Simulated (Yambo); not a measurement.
## How GW settings move the gap: GaAlN2

G0W0@LDA for GaAlN₂ (space group P3m1, No. 156) in Yambo. Reference settings: 6×6×4 Γ-centred k mesh, 104 bands and a 10 Ry block in the screening, 104 bands in G with the Bruneval-Gonze terminator, plasmon pole fitted at 27.2 eV. The LDA gap Γ → Γ on this mesh is 3.15 eV; G0W0 gaps are taken between the same points.

```
change from the reference                 G0W0 gap Γ → Γ (eV)  shift of the valence edge (eV)        rough Yambo cost
----------------------------------------  -------------------  ------------------------------  ----------------------
reference settings                                       4.22                           -0.46                       1
40 bands in W, 40 bands in G                             4.29                           -0.27               about 1/3
80 bands in W, 80 bands in G                             4.22                           -0.42  within a factor of two
26 bands in W, 26 bands in G, 2 Ry block                 4.10                            0.11               about 1/8
26 bands in W, 26 bands in G, 8 Ry block                 4.39                           -0.07               about 1/6
40 bands in W, 40 bands in G, 2 Ry block                 3.92                            0.01               about 1/5
40 bands in W, 40 bands in G, 8 Ry block                 4.26                           -0.23               about 1/4
57 bands in W, 57 bands in G, 2 Ry block                 3.85                           -0.03               about 1/3
57 bands in W, 57 bands in G, 6 Ry block                 4.05                           -0.18               about 1/3
80 bands in W, 80 bands in G, 2 Ry block                 3.81                           -0.06               about 1/2
80 bands in W, 80 bands in G, 4 Ry block                 3.87                           -0.10  within a factor of two
80 bands in W, 80 bands in G, 8 Ry block                 4.19                           -0.37  within a factor of two
4 Ry block                                               3.85                           -0.12  within a factor of two
2 Ry block                                               3.80                           -0.07  within a factor of two
6×6×2 mesh                                               4.22                           -0.43               about 1/3
```

The reference isn't shown to be the converged limit. Costs are rough (shared machines), scaled to the same edge states, and given only for runs that recompute the screening.

Spin-orbit splittings are left out.

The standard potential for Ga keeps a d shell in the valence without the s and p states of that shell. In tests on such compounds this moved G0W0 gaps by up to about 0.9 eV, so absolute quasiparticle energies here are unreliable; differences between settings are what counts.

Geometry relaxed with LDA; primitive cell a = b = 3.1149 Å, c = 5.0482 Å, α = β = 90.00°, γ = 120.00°.

The structure is a Materials Project entry; no match was found in the copy of COD used, and its stability was not checked.

A shift is the quasiparticle energy of the state minus its LDA energy.
